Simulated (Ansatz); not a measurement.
# Mg3CdSe4 (P-4m2)

Method: DFT PBE, scalar-relativistic, plane waves, PAW (Ansatz 0.2.0).

Cutoff 420 eV; k points 6×6×4 on the computed 8-atom cell (Γ-centred); Gaussian smearing, width 0.02 eV; no spin polarisation.

The structure is relaxed at this level of theory with its symmetry kept, and needn't be the ground state of this composition.

```yaml
crystal:
  lattice:
    - [4.28406, 0.00000, 0.00000]
    - [0.00000, 4.28406, 0.00000]
    - [0.00000, 0.00000, 12.03726]
  atoms:
    - { symbol: Mg, position: [0.00000, 0.00000, 0.75461] }
    - { symbol: Mg, position: [0.50000, 0.50000, 0.00000] }
    - { symbol: Mg, position: [0.00000, 0.00000, 0.24539] }
    - { symbol: Cd, position: [0.50000, 0.50000, 0.50000] }
    - { symbol: Se, position: [0.50000, 0.00000, 0.12270] }
    - { symbol: Se, position: [0.00000, 0.50000, 0.36708] }
    - { symbol: Se, position: [0.50000, 0.00000, 0.63292] }
    - { symbol: Se, position: [0.00000, 0.50000, 0.87730] }
```

Formation energy from the elements' standard states (uncorrected)?

-1.098 eV/atom.

Kohn–Sham band gap?

1.87 eV.

Orbital (Löwdin) character of the top 1 eV of the valence band?

Se 4p 95 %.

Orbital (Löwdin) character of the lowest 1 eV of the conduction band?

Mg 3s 30 %, Cd 5s 29 %, Se 4p 21 %, Se 4s 17 %.

Bader charge by site (e)?

Mg (2 in the cell) 1.60, Mg (1 in the cell) 1.60, Cd (1 in the cell) 0.73, Se (2 in the cell) -1.59, Se (2 in the cell) -1.16.

The cell was found from a structure generator's guess, not taken from experiment. Kohn–Sham gaps at this level usually fall short of measured ones. Löwdin shares on free-atom orbitals overweight diffuse shells in the empty bands.
